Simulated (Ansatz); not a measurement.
SiSn:
```
SiSn
1.0
    0.00000     2.82553     2.82553
    2.82553     0.00000     2.82553
    2.82553     2.82553     0.00000
Si Sn
1 1
Direct
  0.00000   0.00000   0.00000
  0.50000   0.50000   0.50000
```

Relaxed with PBE. Special points in fractions of this cell's reciprocal vectors: Γ (0.000, 0.000, 0.000); X (0.500, 0.000, 0.500); U (0.625, 0.250, 0.625); K (0.375, 0.375, 0.750); L (0.500, 0.500, 0.500); W (0.500, 0.250, 0.750).

**Question.** List the band energies nearest the Fermi level at these points for plane-wave PAW PBE (Ansatz code).

**Answer.** In eV from the Fermi level; about four levels below and three above (degenerate sets whole), none deeper than 8.9 eV; points with the same levels are listed once.

```csv
k,below,above
Γ,–,0.14 0.14 0.14
X,-5.31 -4.08 -2.47 -2.47,2.51 8.95 8.95
U,-6.65 -4.76 -1.82 -0.81,4.82 5.80 7.48
L,-8.33 -8.15,0.83 0.83 1.34 1.34
W,-6.97 -6.80 -4.25 -4.25,2.33 2.92 6.18 6.18
```

Space group Fm-3m (rock salt). The cell is a constructed one: a structure type filled with these elements; neither database checked (COD, Materials Project) lists it. Its standing as an ambient phase is unchecked. The cell was relaxed with PBE under the symmetry of its start; whether a distortion lowers the energy is not shown. Scalar-relativistic: spin–orbit coupling is off unless named, which matters more the heavier the elements.

Potentials: the later of the program's two PAW sets.
